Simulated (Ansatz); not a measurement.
## Slab of hcp Zn (10-10), 2 layers

The slab is cut from the hcp crystal, the stable phase, as relaxed on PAW files (14.28 Å³/atom), with 16 Å of vacuum and a dipole correction:

```
CELL_PARAMETERS angstrom
2.58974 0.00000 0.00000
0.00000 4.91584 0.00000
0.00000 0.00000 16.74760
ATOMIC_POSITIONS crystal
Zn 0.75000 0.75000 0.47768
Zn 0.25000 0.25000 0.52232
```

Level of theory: DFT with PBEsol, scalar-relativistic, in Ansatz 0.2.0; a Γ-centred 16×8×1 k mesh, Fermi–Dirac smearing of 0.05 eV, no spin polarisation. LAPW: all electrons, basis error target 1 meV/atom; PAW: frozen-core files, cutoff 420 eV.

The bulk energy comes from a cell in the slab's orientation on a 16×8×9 mesh. The surface energy is (E(slab) − N·E(bulk))/2A at zero smearing, the mean of both faces; thin slabs carry quantum-size effects.

The PAW files were made under PBE.

Question: As cut, the LAPW slab lies 1.337 eV above 2 atoms of bulk. What surface energy is that?

Answer: Over two faces of 12.73 Å² it is 52.5 meV/Å², and times 16.02 J/m² per eV/Å² that gives γ = 0.841 J/m².

Question: What do relaxation and the other method give, and what work function comes out?

Answer: 

| method | γ as cut (J/m²) | γ relaxed (J/m²) | Φ as cut (eV) | Φ relaxed (eV) |
| --- | --- | --- | --- | --- |
| LAPW | 0.841 | 0.751 | 4.09 | 4.02 |
| PAW | 0.841 | 0.751 | 4.08 | 4.02 |

Question: How do the spacings between the planes relax?

Answer: From the bottom face up: d12 -98.8 % of 0.748 Å.

Question: A field of 0.3 V/Å is applied along the normal, atoms held. What follows?

Answer: LAPW finds an induced dipole of 0.0713 e·Å a cell (PAW 0.0714), that is 3.38 Å for 4πα over the area, against 0.01 Å between the outer atoms.

Question: What changes if the images along the normal are cut off in place of the dipole correction?

Answer: LAPW then gives: no gap, work function 4.02 eV; PAW: no gap, work function 4.02 eV.
